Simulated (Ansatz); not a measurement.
# A trial form of Zr2H3

Method: Ansatz, DFT PBE, scalar-relativistic, plane waves, PAW. Cutoff 420 eV, Gaussian smearing, Γ-centred meshes. Cell and atoms relax first on a coarse mesh and then on a finer one. In between, the cell is made exact in the group found at 0.06 Å. In metals the finer mesh still leaves noise of several meV/atom or more. The steps can't lower the symmetry of their start. No spin polarisation.

The guess for Zr2H3 was made by a generator: random cell by space group and Wyckoff sites (P6/mmm, No. 191). Lengths were set from tabulated atomic sizes, so they are only a guess.

```xyz
5
Lattice="4.0393 0.0000 0.0000 -2.0196 3.4981 0.0000 0.0000 0.0000 4.4816" Properties=species:S:1:pos:R:3 pbc="T T T"
Zr    0.0000    2.3321    0.0000
Zr    2.0196    1.1660    0.0000
H     0.0000    2.3321    2.2408
H     2.0196    1.1660    2.2408
H     0.0000    0.0000    2.2408
```

Formation energies are uncorrected and refer to the elements' standard structures at the same level (H₂ as a molecule).

Question: Which structure results?

Answer: The symmetry stays P6/mmm (No. 191). The volume per atom grows by 33.1 %, from 12.7 to 16.9 Å³. The shortest distance goes from 2.24 Å (Zr–H) to 1.88 Å (Zr–H). The ratio c/a of the conventional cell changes by a factor of 0.67. The energy falls by about 0.74 eV/atom (the start's value is from the coarse mesh). Conventional cell: a = 5.085 Å, c = 3.764 Å. Around Zr lie 2 H at 1.88 Å and 3 Zr at 2.94 Å; H on a site of symmetry -6m2 has 2 Zr at 1.88 Å and 6 H at 2.94 Å; H on a site of symmetry 6/mmm has 6 H at 2.94 Å (long contacts).

```yaml
crystal:
  lattice:
    - [5.08498, 0.00000, 0.00000]
    - [-2.54249, 4.40372, 0.00000]
    - [0.00000, 0.00000, 3.76380]
  atoms:
    - { symbol: Zr, position: [0.33333, 0.66667, 0.00000] }
    - { symbol: Zr, position: [0.66667, 0.33333, 0.00000] }
    - { symbol: H, position: [0.33333, 0.66667, 0.50000] }
    - { symbol: H, position: [0.66667, 0.33333, 0.50000] }
    - { symbol: H, position: [0.00000, 0.00000, 0.50000] }
```

Question: Give its energy and gap.

Answer:

| Property | Result |
| --- | --- |
| Energy over the elements | +1.00 eV/atom |
| Gap on the 12×12×10 mesh of the 5-atom cell | 0 eV (a metal) |

A positive value: parting into the elements would lower its energy.

The last run used Gaussian smearing of 0.10 eV. The cell is a metal run without spin; a magnetic state may lie lower. With hydrogen, zero-point motion can shift formation energies by some tens of meV/atom. A structure relaxed within its symmetry needn't be a true minimum. In all, the 3 runs took 49 s on 1 thread of Intel(R) Xeon(R) Platinum 8488C (Sapphire Rapids) (shared host). Another cell of Zr2H3 relaxed alike, in R3m, lies 1.45 eV/atom lower, so this cell isn't the stable form at this level.
